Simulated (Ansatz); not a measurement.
## Data sheet: ReB (DFT)

ReB:
Space group Fm-3m (No. 225); a = 4.3831 Å, b = 4.3831 Å, c = 4.3831 Å, α = 90.00°, β = 90.00°, γ = 90.00°

```json
[
 {"atom": "B", "site": "4a", "symmetry": "m-3m", "x": "0.0000", "y": "0.0000", "z": "0.0000"},
 {"atom": "Re", "site": "4b", "symmetry": "m-3m", "x": "0.5000", "y": "0.5000", "z": "0.5000"}
]
```
(The calculation used a cell of 2 atoms; values per cell refer to that cell.)

Space group Fm-3m (No. 225), rock salt; conventional cell a = b = c = 4.3831 Å, α = β = γ = 90.00°.

Method: the program Ansatz at the PBEsol level (PAW). Structure relaxed to zero pressure with the same functional. Other levels are named where they apply.

### Cell and energy

```yaml
volume_per_atom: 10.53 Å³
density: 15.54 g/cm³
Formation energy from the elements (no fitted shifts): 19 kJ/mol of atoms
```

### Electronic structure

```yaml
electronic_character: metallic (no gap)
Density of states at the Fermi level: 0.81 states/eV per atom (mean over ±0.08 eV)
Gap with spin–orbit coupling: none (metallic)
```

### Mechanics

```yaml
Bulk modulus (Birch–Murnaghan fit): 338 GPa
Pressure derivative B′: 4.3
Elastic constants (relaxed ions, GPa): C11 = 668, C12 = 173, C44 = 33.7
mechanical_stability: stable (all eigenvalues of C positive)
hill_bulk_and_shear_moduli: 338 and 85.3 GPa
Young's modulus: 236 GPa
Poisson's ratio: 0.38
debye_temperature_from_the_elastic_constants: 360 K
```

### Phonons

```yaml
highest_zone_centre_frequency: 515 cm⁻¹
zone_centre_stability: no imaginary mode at Γ
```

The cell is a constructed one: a structure type filled with these elements; neither database checked (COD, Materials Project) lists it. COD files the formula under space group No. 141. Its standing as an ambient phase is unchecked. The cell was relaxed with PBEsol under the symmetry of its start. No spin polarisation was allowed. As this level gives no gap, shear constants depend on the k-mesh and smearing (Fermi–Dirac, 0.1 eV here). As this level gives no gap, phonon frequencies hold no LO–TO term and depend on the k-mesh and smearing (Fermi–Dirac, 0.1 eV here). The references are the lowest solids computed at this level, not always the standard phases. Scalar-relativistic: spin–orbit coupling is off unless named, which matters more the heavier the elements.

Potentials: the earlier of the program's two PAW sets. The files were generated under PBE; for other functionals the program regenerates the frozen cores, and for LDA and PBEsol the local potential too.
